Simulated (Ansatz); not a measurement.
Relaxed-ion elastic tensor of TiAl in space group R-3m (No. 166; Al on 3a, Ti on 3b) in GPa (Voigt order), the program Ansatz at the PBEsol level (PAW); density 3.81 g/cm³, 16.31 Å³ per atom.

```json
[
 {"": "1", "1": "165", "2": "79.4", "3": "66.3", "4": "-66.2", "5": "0.0", "6": "0.0"},
 {"": "2", "1": "79.4", "2": "165", "3": "66.3", "4": "66.2", "5": "0.0", "6": "0.0"},
 {"": "3", "1": "66.3", "2": "66.3", "3": "233", "4": "0.0", "5": "0.0", "6": "0.0"},
 {"": "4", "1": "-66.2", "2": "66.2", "3": "0.0", "4": "27.4", "5": "0.0", "6": "0.0"},
 {"": "5", "1": "0.0", "2": "0.0", "3": "0.0", "4": "0.0", "5": "27.4", "6": "-66.2"},
 {"": "6", "1": "0.0", "2": "0.0", "3": "0.0", "4": "0.0", "5": "-66.2", "6": "42.6"}
]
```

Q: Is the crystal mechanically stable?

A: No: the smallest eigenvalue of C is -41.7 GPa.

A made-up cell: these elements were put on the sites of a structure type; neither database checked (COD, Materials Project) lists it. It is not the phase usual at ambient conditions (space group No. 123). The PBEsol relaxation kept the symmetry of its start. At this level the phase is mechanically unstable. The run is not spin-polarised. As this level gives no gap, shear constants depend on the k-mesh and smearing (Fermi–Dirac, 0.1 eV here).

Potentials: the later of the program's two PAW sets.
